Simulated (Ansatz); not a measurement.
How much do the gradients of Nb2Si2SO12 depend on the method?

Cell: a computed structure from the Materials Project (it need not be an observed phase).

Space group Cc (No. 9); a = 15.4831, b = 8.9227, c = 9.2841 Å, β = 124.41°.

| site | Wyckoff | site symmetry | x | y | z |
| --- | --- | --- | --- | --- | --- |
| Nb1 | 4a | 1 | 0.3879 | 0.2514 | 0.9265 |
| Nb3 | 4a | 1 | 0.6033 | 0.7665 | 0.0732 |
| Si5 | 4a | 1 | 0.4958 | 0.9646 | 0.2484 |
| Si6 | 4a | 1 | 0.8581 | 0.8909 | 0.2500 |
| S | 4a | 1 | 0.1415 | 0.8951 | 0.2492 |
| O11 | 4a | 1 | 0.4287 | 0.0733 | 0.0799 |
| O12 | 4a | 1 | 0.5508 | 0.3236 | 0.0915 |
| O13 | 4a | 1 | 0.3616 | 0.3608 | 0.0792 |
| O17 | 4a | 1 | 0.5727 | 0.9302 | 0.9213 |
| O18 | 4a | 1 | 0.4643 | 0.6800 | 0.9211 |
| O19 | 4a | 1 | 0.1423 | 0.1291 | 0.9060 |
| O23 | 4a | 1 | 0.4268 | 0.1432 | 0.7871 |
| O24 | 4a | 1 | 0.8575 | 0.9293 | 0.7859 |
| O25 | 4a | 1 | 0.2366 | 0.1759 | 0.7711 |
| O29 | 4a | 1 | 0.5737 | 0.8588 | 0.2230 |
| O30 | 4a | 1 | 0.1461 | 0.0570 | 0.2225 |
| O31 | 4a | 1 | 0.7523 | 0.8120 | 0.2141 |

One atom of each set is listed; the run and its k-mesh use a cell of 34 atoms with edges of 8.94, 8.94, 9.28 Å.

First run. The numbers come from a DFT calculation in Ansatz (PBE, plane waves and PAW, scalar-relativistic, 420 eV cutoff, Γ-centred 3×3×3 k-points, Fermi–Dirac smearing 0.02 eV).

```tsv
site	V_zz (10²¹ V/m²)	η
Nb1	21.4	0.07
Nb3	-15.99	0.28
Si5	-1.98	0.14
Si6	1.05	0.31
S	-1.82	0.74
O11	6.16	0.55
O12	15.04	0.06
O13	5.55	0.62
O19	14.40	0.04
O23	5.79	0.57
O24	5.50	0.62
O25	14.99	0.08
O29	6.10	0.28
O30	14.57	0.05
```

Second run. The same atoms and settings, except that the functional is r2SCAN and the cutoff is 500 eV.

Problem. What does the second run give?

Solution. 

```csv
site,V_zz,η,change of V_zz
Nb1,21.5,0.07,+0.16
Nb3,-16.30,0.28,-0.31
Si5,-2.01,0.14,-0.03
Si6,1.05,0.33,0.00
S,-1.88,0.73,-0.06
O11,6.16,0.55,0.00
O12,15.47,0.06,+0.43
O13,5.57,0.63,+0.02
O19,14.82,0.03,+0.42
O23,5.83,0.58,+0.04
O24,5.55,0.62,+0.05
O25,15.48,0.08,+0.49
O29,6.17,0.28,+0.07
O30,15.03,0.04,+0.46
```

The largest change of V_zz is on O25, from 14.99 to 15.48. In per cent, |V_zz| changes by +1 to +2 on Nb, 0 to +1 on Si, +3 on S, 0 to +3 on O (all sites that start above 0.5). The table leaves out 3 of the 17 sites, with |V_zz| up to 6.19; their tensors move by 0.10 at most along any direction. The statements above cover all sites.

Without spin–orbit coupling (the program notes it for Nb) the gradients are little affected as a rule: paired runs on crystals with a gap mostly move them by under 2 % at such atoms.
For the first run: The largest force is 0.6 eV/Å, so the atoms aren't at the calculated equilibrium and relaxing them would move these values. A computed database structure should lie near equilibrium, so this entry is doubtful.
For the second run: At this cell the r2SCAN pressure is -6 GPa, so with r2SCAN the cell would shrink if it were relaxed. The entry's cell may itself be off. The largest force is 0.6 eV/Å, so the atoms aren't at the calculated equilibrium and relaxing them would move these values.
